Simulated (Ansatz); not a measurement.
## SnO as a strained film

These are results of Ansatz 0.2.0, DFT r2SCAN, scalar-relativistic, plane waves, PAW, not measurements. Run with 500 eV cutoff, 10×10×8 k-mesh, Gaussian smearing of 0.01 eV, no spin polarisation.

Starting point, cell and atoms relaxed:

```
CELL_PARAMETERS angstrom
3.80784 0.00000 0.00000
0.00000 3.80784 0.00000
0.00000 0.00000 4.93613
ATOMIC_POSITIONS crystal
Sn 0.00000 0.50000 0.23239
Sn 0.50000 0.00000 0.76761
O 0.50000 0.50000 0.00000
O 0.00000 0.00000 0.00000
```

The a-b plane is strained alike in both directions, as on a substrate, while c and the atoms relax within the symmetry that the strain leaves. Stress is positive in compression; energies are free energies at the smearing used, per atom.

```tsv
strain (%)	c (Å)	σ in plane (GPa)	ΔE (meV/atom)
-6.0	5.5379	12.02	82.37
-4.0	5.2103	8.14	35.63
-2.0	5.0442	3.92	8.56
+0.0	4.9361	0.00	0.00
+2.0	4.8555	-3.41	7.85
+4.0	4.7823	-6.29	29.84
+6.0	4.7069	-8.67	63.75
```

Problem. Get the biaxial modulus twice, from the stresses and from the energies of the innermost pair.

Solution. From stress: M = −Δσ/Δε = (3.92 − (-3.41)) / 0.040 = 183 GPa. Two in-plane directions each store σε/2, so the energy density is Mε²: M = (mean ΔE)/(V ε²) = 8.21 meV / (17.893 Å³ × 0.020²) × 0.16022 GPa Å³/meV = 184 GPa. The two agree.

Problem. How well does Mε², with M from the stresses, predict the outermost points?

Solution. 73.7 meV predicted against 82.4 computed at -6.0 %; 73.7 meV predicted against 63.7 computed at +6.0 %. Compression costs more than stretching, the usual sign of bonds that stiffen as they shorten.

Problem. How does c respond, and up to what thickness can a film with 1 % or 2 % misfit stay coherent on a thick substrate?

Solution. c answers with ε_c = −0.95 ε. In an isotropic solid that ratio is 2ν/(1 − ν), so ν = r/(2 + r) = 0.32. A film of thickness h stores Mε²h per area, 18.3 mJ/m² per nm at 1 %. The Matthews–Blakeslee balance for pure edge misfit dislocations, h = b/(8πf(1 + ν)) × (ln(h/b) + 1), with b taken as the in-plane vector a = 3.81 Å, solved by iteration, gives 3.8 nm at f = 1 % and 1.3 nm at 2 %. This is an isotropic estimate in which the moduli cancel; the real Burgers vector, glide system, anisotropy and slow kinetics can shift it by a factor of a few, mostly upward.